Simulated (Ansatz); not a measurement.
Given:

In:
Space group Cmce (No. 64); a = 5.1705 Å, b = 8.6616 Å, c = 5.0512 Å, α = β = γ = 90.00°

```tsv
atom	site	symmetry	x	y	z
In	8f	m..	0.0000	0.3437	0.4151
```
(The calculation used a cell of 4 atoms; values per cell refer to that cell.)

This is the PBEsol-relaxed structure.

All from PBEsol in the plane-wave PAW code Ansatz, unless another level is named. Predict the highest zone-centre frequency.

158 cm^-1.

Next, the bulk modulus (Birch–Murnaghan fit)?

39.1 GPa.

The start of the workflow was typed in or built on a structure type; neither database checked (COD, Materials Project) lists it. It is not the phase usual at ambient conditions (space group No. 139). The PBEsol relaxation kept the symmetry of its start; whether a distortion lowers the energy is not shown. As this level gives no gap, phonon frequencies hold no LO–TO term and depend on the k-mesh and smearing (Fermi–Dirac, 0.1 eV here). Axis ratios of metals converge slowly with the k-mesh, so a and c are less sure than the volume.

Potentials: the earlier of the program's two PAW sets. The files were generated under PBE; for other functionals the program regenerates the frozen cores, and for LDA and PBEsol the local potential too.
